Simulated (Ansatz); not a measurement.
CuCl:
```xyz
2
Lattice="3.1160 0.0000 0.0000 0.0000 3.1160 0.0000 0.0000 0.0000 3.1160" Properties=species:S:1:pos:R:3 pbc="T T T"
Cu     0.0000     0.0000     0.0000
Cl     1.5580     1.5580     1.5580
```

Relaxed with PBEsol. Special points in fractions of this cell's reciprocal vectors: Γ (0.000, 0.000, 0.000); X (0.000, 0.500, 0.000); M (0.500, 0.500, 0.000); R (0.500, 0.500, 0.500).

Q: List the band energies nearest the Fermi level at these points for DFT-PBEsol in the program Ansatz with PAW potentials.

A: In eV from the Fermi level; about four levels below and three above (degenerate sets whole), none deeper than 8.9 eV; … stands for higher levels left out; points with the same levels are listed once.

```
k                          below           above
-  -----------------------------  --------------
Γ        -1.11 -1.11 -1.11 -0.05     7.59 7.59 …
X        -1.05 -0.88 -0.04 -0.04  4.20 5.57 8.20
M        -1.40 -1.40 -1.31 -0.85  1.16 9.06 9.06
R  -0.83 -0.83 -0.11 -0.11 -0.11  2.76 2.76 2.76
```

Space group Pm-3m (CsCl type). The start of the workflow was typed in or built on a structure type; neither database checked (COD, Materials Project) lists it. It is not the phase usual at ambient conditions (space group No. 216). The PBEsol relaxation kept the symmetry of its start. At this level the phase is dynamically unstable (imaginary phonons). The workflow began spin-polarised and lost its moments. The compound may be a true metal, but semilocal functionals without U, or a wrong spin order, can also close a gap. The Fermi level of a semimetal is unsure by some 0.05 eV on such meshes.

Potentials: the later of the program's two PAW sets.
